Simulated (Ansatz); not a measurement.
Data:

W$_{3}$N:
```cif
data_NW3
_chemical_formula_sum 'N1 W3'
_space_group_name_H-M_alt 'P 1'
_space_group_IT_number 1
_cell_length_a 4.29146
_cell_length_b 4.29146
_cell_length_c 4.29146
_cell_angle_alpha 60.000
_cell_angle_beta 60.000
_cell_angle_gamma 60.000
loop_
_space_group_symop_operation_xyz
  'x, y, z'
loop_
_atom_site_label
_atom_site_type_symbol
_atom_site_fract_x
_atom_site_fract_y
_atom_site_fract_z
_atom_site_occupancy
N1 N 0.00000 0.00000 0.00000 1
W1 W 0.50000 0.50000 0.50000 1
W2 W 0.25000 0.25000 0.25000 1
W3 W 0.75000 0.75000 0.75000 1
```

This is the PBEsol-relaxed structure.

Task: All from plane-wave PAW PBEsol (Ansatz code), unless another level is named. Estimate the electronic character.

Result: metallic (no gap).

Task: Predict the density of states at the Fermi level.

Result: 0.97 states/eV per atom (mean over ±0.08 eV).

Task: Next, the formation energy from the elements (no fitted shifts)?

Result: 1.37 eV/atom.

Task: Give the gap with spin–orbit coupling.

Result: none (metallic).

Space group Fm-3m. The cell is a constructed one: a structure type filled with these elements; neither database checked (COD, Materials Project) lists it. Its standing as an ambient phase is unchecked. The PBEsol relaxation kept the symmetry of its start. At this level the phase is dynamically unstable (imaginary phonons). The run is not spin-polarised. With an odd number of electrons in the cell and no spin polarisation, the count alone makes it a metal. The references are the lowest solids computed at this level, not always the standard phases (solids in place of the gases). Scalar-relativistic: spin–orbit coupling is off unless named, which matters more the heavier the elements.

Potentials: the earlier of the program's two PAW sets. The files were generated under PBE; for other functionals the program regenerates the frozen cores, and for LDA and PBEsol the local potential too.
